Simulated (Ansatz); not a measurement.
Is this AlRuN structure a true minimum?

The structure comes from a generated guess, relaxed at this level; another structure or a mixture of phases may lie lower.

These are results of Ansatz 0.2.0, DFT PBE, scalar-relativistic, plane waves, PAW, not measurements. Settings: cutoff 420 eV, Γ-centred mesh 12×12×8 on the computed 3-atom cell, Gaussian smearing of 0.10 eV; collinear spin from starting moments 0.0 0.3 0.0 μB.

The cell below (3 atoms, space group P3m1 (No. 156)) is relaxed within its symmetry.

```
CELL_PARAMETERS angstrom
3.12348 0.00000 0.00000
-1.56174 2.70501 0.00000
0.00000 0.00000 4.31000
ATOMIC_POSITIONS crystal
Al 0.33333 0.66667 0.31822
Ru 0.66667 0.33333 0.75780
N 0.66667 0.33333 0.24113
```

For the test a repeat of it with 6 atoms (edges 3.12, 4.31, 5.41 Å) was strained at random (σ = 1.5 % a component), the atoms were moved at random (σ = 0.05 Å), and all was relaxed again on a coarse 8×6×4 mesh (in the run’s order of axes) with 0.20 eV smearing, with no symmetry imposed.

Another magnetic order may lie lower.

Question: Is the structure stable against such a distortion?

Answer: It doesn't return. The energy falls by 18 meV/atom on that mesh, the volume changes by 0.7 %, and the end has space group Pm (No. 6) at a loose tolerance. Relaxed again on an 8×10×6 mesh with 0.10 eV smearing, the new structure lies 22 meV/atom below the first (mesh in the axes of the run's cell; the cell below is made exact in the group named). Space group Pm (No. 6), monoclinic, a = 4.262 Å, b = 3.102 Å, c = 5.545 Å, β = 90.6°. Al on its first site is surrounded by 3 N at 1.84–1.87 Å, 6 Ru at 2.65–2.75 Å and 6 Al at 3.10–3.20 Å; Al on its second site has 3 N at 1.85–1.86 Å and 3 Ru at 2.61–2.64 Å; around Ru on its first site lie 2 N at 2.11–2.18 Å, 5 Al at 2.64–2.75 Å, 2 Ru at 2.80 Å and 2 Ru at 3.10 Å; around N on its first site lie 3 Al at 1.84–1.85 Å and 2 Ru at 2.11–2.18 Å; 2 more sites not described.

Space group Pm (No. 6). a = 4.262 Å, b = 3.102 Å, c = 5.545 Å, α = 90.00°, β = 90.64°, γ = 90.00°
```tsv
atom	site	symmetry	x	y	z
Al	1b	m	0.7368	0.5000	0.6642
Al	1a	m	0.6431	0.0000	0.1631
Ru	1a	m	0.2435	0.0000	0.7950
Ru	1b	m	0.2374	0.5000	0.3745
N	1a	m	0.7531	0.0000	0.8421
N	1b	m	0.7517	0.5000	0.3278
```
